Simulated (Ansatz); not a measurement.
Values for one crystal, relaxed and computed with DFT-PBEsol in the program Ansatz with PAW potentials; other levels are named.

* **Volume per atom**: 27.50 Å³
* **Electronic character**: metallic (no gap)
* **Young's modulus**: 44.5 GPa
* **Mechanical stability**: stable (all eigenvalues of C positive)
* **Highest zone-centre frequency**: 108 cm⁻¹
* **Zone-centre stability**: no imaginary mode at Γ
* **Formation energy from the elements (no fitted shifts)**: 0.006 eV/atom

Task: Which of these materials gives this?
A. NiSb, NiAs type
B. ZrC, rock salt
C. InSb, rock salt
D. BAs, rock salt

Result: C, InSb, rock salt

Space group Fm-3m (rock salt). The first step of the workflow began from a Materials Project structure, measured or hypothetical; the Crystallography Open Database copy checked does not list it. It is not the phase usual at ambient conditions (space group No. 216). The cell was relaxed with PBEsol under the symmetry of its start. As this level gives no gap, phonon frequencies hold no LO–TO term and depend on the k-mesh and smearing (Fermi–Dirac, 0.1 eV here). The references are the lowest solids computed at this level, not always the standard phases. Scalar-relativistic: spin–orbit coupling is off unless named, which matters more the heavier the elements.

Potentials: the later of the program's two PAW sets.
